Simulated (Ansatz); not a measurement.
**Structure search: one Si₂B candidate**

Computed with DFT PBE+D3(BJ), scalar-relativistic, plane waves, PAW (Ansatz). Cutoff 420 eV, Gaussian smearing, Γ-centred meshes. In-plane cell and atoms relax first on a coarse mesh and then on a finer one. In metals the finer mesh still leaves noise of several meV/atom or more. The steps can't lower the symmetry of their start. No spin polarisation.

A trial structure of Si₂B was built thus: sheets of the M2X type as a bilayer (elements of the layers in order: Si2B (M2X type), Si2B (M2X type)). A sheet's type names the database crystal that the layer was cut from. The dimensions are guesses.

Only a and b repeat, and vacuum parts the sheet from its images along c.

```yaml
crystal:
  periodic: [true, true, false]
  lattice:
    - [2.51186, 0.00000, 0.00000]
    - [-1.25593, 2.17534, 0.00000]
    - [0.00000, 0.00000, 22.00000]
  atoms:
    - { symbol: Si, position: [0.33333, 0.66667, 0.33998] }
    - { symbol: Si, position: [0.66667, 0.33333, 0.42636] }
    - { symbol: Si, position: [0.66667, 0.33333, 0.66002] }
    - { symbol: Si, position: [0.33333, 0.66667, 0.57364] }
    - { symbol: B, position: [0.00000, 0.00000, 0.38317] }
    - { symbol: B, position: [0.00000, 0.00000, 0.61683] }
```

Formation energies are uncorrected and refer to the elements' standard structures at the same level.

Question: Where does the relaxation end?

Answer: The symmetry stays p-3m1 (No. 72). The area per atom grows by 55.9 %, from 0.9 to 1.4 Å². The shortest distance goes from 1.73 Å (Si–B) to 2.06 Å (Si–B). The energy falls by about 2.2 eV/atom (the start's value is from the coarse mesh). The program sets the height of the box itself, so the height of the cell differs between start and end. In-plane cell: a = 3.137 Å, b = 3.137 Å, γ = 120.0°, thickness 6.30 Å between the outermost nuclei. Si at height 0.00 Å has 3 B at 2.14 Å; Si at height 2.11 Å has 3 B at 2.06 Å; B at height 1.13 Å has 6 Si at 2.06–2.14 Å.

```
CELL_PARAMETERS angstrom
3.13674 0.00000 0.00000
-1.56837 2.71650 0.00000
0.00000 0.00000 37.88169
ATOMIC_POSITIONS crystal
Si 0.33333 0.66667 0.20717
Si 0.66667 0.33333 0.26295
Si 0.66667 0.33333 0.37359
Si 0.33333 0.66667 0.31780
B 0.00000 0.00000 0.23709
B 0.00000 0.00000 0.34367
```

Question: Give its energy and gap.

Answer: The energy over the elements is +0.51 eV/atom and the gap on the 15×15×1 mesh of the 6-atom cell is 0 eV (a metal).

The separate elements lie lower, so it is unstable against them.

The last run used Gaussian smearing of 0.10 eV. Symmetry constrained the relaxation, so the result can be a saddle point.
